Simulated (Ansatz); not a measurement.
SrP:
```
SrP
1.0
    8.07680     0.00000     0.00000
   -4.03840     6.99472     0.00000
    0.00000     0.00000     6.05115
Sr P
6 6
Direct
  0.00000   0.64021   0.50000
  0.64021   0.00000   0.50000
  0.35979   0.35979   0.50000
  0.00000   0.30515   0.00000
  0.30515   0.00000   0.00000
  0.69485   0.69485   0.00000
  0.66667   0.33333   0.19120
  0.66667   0.33333   0.80880
  0.33333   0.66667   0.19120
  0.33333   0.66667   0.80880
  0.00000   0.00000   0.68620
  0.00000   0.00000   0.31380
```

Relaxed with r²SCAN.

Q: Map the electron localisation function on the plane through (0.640, 0.000, 0.500) spanned by u = [1, 0, 0] and v = [0, 0, 1] in lattice vectors, from r²SCAN (plane waves, PAW; program Ansatz).

A: x is the fraction of u, y of v (the angle between them is 90°; rows are the nearest grid lines); atoms in the plane: Sr at (0.00, 0.00), Sr at (0.66, 0.50), P at (0.36, 0.19), P at (0.36, 0.81).
```
|0069961013567888876532100000000015899600|
|0279961014577888876532110000000004899720|
|9999720157876433577765421000000001589999|
|9997411378885000158887531000000000258999|
|7763102689983000058987531000000000014677|
|0000026899997100279986300000000000000000|
|0000137899998522689974100000000000000000|
|0000147899999766899941011232100000000000|
|0000136788998877888810146777531000000000|
|0000012345566555554214899999997200000000|
|0000001122233333321027998668998410000000|
|0000000000111111100038985114899610000000|
|0000000000111111100038985114899610000000|
|0000001122233333321027998668998410000000|
|0000012345566555554214899999997200000000|
|0000136788998877888810146777531000000000|
|0000147899999766899941011232100000000000|
|0000137899998522689974100000000000000000|
|0000026899997100279986300000000000000000|
|7763102689983000058987531000000000014677|
|9997411378885000158887531000000000258999|
|9999720157876433577765421000000001589999|
|0279961014577888876532110000000004899720|
|0069961013567888876532100000000015899600|
```
Scale: ten equal steps from 0.000 (start of '0') to 0.911 (end of '9'), in the order '0123456789'; x runs from 0.000 to 1.00, y from 0.000 (bottom) to 1.00 (top).

The density is the valence pseudo-density with augmentation charge, so density and ELF within about 1 Å of a nucleus are not all-electron values.

Space group P-62m. The first step of the workflow began from a Materials Project structure, measured or hypothetical; the Crystallography Open Database files this formula in space group No. 189, but the cells were not matched. Its standing as an ambient phase is unchecked. The r²SCAN relaxation kept the symmetry of its start; whether a distortion lowers the energy is not shown.

Potentials: the later of the program's two PAW sets.
